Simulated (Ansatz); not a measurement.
TaNO in space group P2_1 (No. 4; Pearson symbol mP12), the program Ansatz at the r²SCAN level (PAW). The conduction-band minimum lies at Y2, with 1 equivalent valley. Second derivatives d²E/dk² of the lowest band at one valley (eV·Å²), along Cartesian directions:

| direction | d²E/dk² |
|---|---|
| [100] | 6.245 |
| [010] | 11.71 |
| [001] | 1.237 |
| [110] | 8.980 |
| [101] | 6.128 |
| [011] | 6.463 |

**Question.** Find the principal effective masses, the density-of-states mass and the conductivity mass.

**Answer.** Off-diagonal terms follow from H_xy = H[110] − (H_xx + H_yy)/2, and m*/mₑ = 7.620 eV·Å² over each eigenvalue: 0.65, 1.1, 27. One valley's DOS mass (m₁m₂m₃)^(1/3) = 2.7, conductivity mass 3/(Σ 1/mᵢ) = 1.2 mₑ.

**Question.** What effective density of states Nc follows at 300 K for parabolic valleys?

**Answer.** Nc = 2.509e19 × 1 × (2.7)^(3/2) ≈ 1.1e20 cm⁻³.

The start of the workflow was typed in or built on a structure type; neither database checked (COD, Materials Project) lists it. COD files the formula under space group No. 12, 14, 191, so this cell is another polymorph or a model. Whether it is the stable phase at ambient conditions was not checked. The r²SCAN relaxation kept the symmetry of its start; its stability against distortions is not shown here. No spin polarisation was allowed. Scalar-relativistic: spin–orbit coupling is off unless named, which matters more the heavier the elements.

Potentials: the earlier of the program's two PAW sets.

Edges and masses are those of Kohn–Sham bands, whose gap is no quasiparticle gap.
